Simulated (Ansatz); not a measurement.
## TiSi (Cmmm), stationary points along a deformation path

Computed with Ansatz, DFT PBEsol, scalar-relativistic, plane waves, PAW. Cutoff 420 eV, Γ-centred 20×20×14 k-points, Gaussian smearing of 0.15 eV. No spin polarisation. Energies are free energies at this smearing, counted from the undisturbed cell; pressure is positive in compression.

Zero of the scan (as given, not relaxed at this level; it stands at -4.3 GPa, and it needn't be the usual structure):

```
Ti Si
1.0
     1.81618   -2.11762    0.00000
     1.81618    2.11762    0.00000
     0.00000    0.00000    3.80393
Ti Si
1 1
Cartesian
  1.8162 0.0000 0.0000
  0.0000 0.0000 1.9020
```

At fixed volume and fractional coordinates, lengths along (0.000, 0.000, 1.000) are scaled against those across it; ρ is that ratio over its starting value. V = 14.630 Å³/atom. Δσ is the stress along the axis less the mean stress across it (compression positive).

```csv
ρ,ΔE (meV/atom),Δσ (GPa),space group
0.800,123.0,12.26,Cmmm
0.850,77.1,12.14,Cmmm
0.920,24.7,8.74,Cmmm
0.960,6.8,4.95,Cmmm
1.000,0.0,0.39,Cmmm
1.050,7.6,-5.51,Cmmm
1.100,30.4,-10.60,Cmmm
1.200,119.6,-23.62,Cmmm
1.300,265.2,-36.22,Cmmm
```

**Question.** How does the stress give the slope of the energy, and where is the energy stationary?

**Answer.** Along the path d ln(length) is 2/3 d ln ρ on the axis and −1/3 d ln ρ across it, so dE/d ln ρ = −(2/3) V Δσ: the energy falls with ρ where Δσ is positive. Δσ vanishes or changes sign between ρ = 1.000 and 1.050, a minimum (near 1.00 by linear interpolation). Pairs of stationary points between two samples would go unseen, and could change a minimum read from distant neighbours into a maximum.

**Question.** Integrate that slope from ρ = 1 to 1.200 by the trapezoid rule.

**Answer.** With V/N in Å³ and 1 eV/Å³ = 160.2 GPa the slopes at ρ = 1.000, 1.050, 1.100, 1.200 are -24, 335, 645, 1438 meV/atom per unit of ln ρ. The steps add 7.6 + 22.8 + 90.6 = 121.0 meV/atom, against 119.6 from the energies; the trapezoid rule misses the curvature of the slope within each step.

In a metal these slopes depend on the k mesh and the smearing.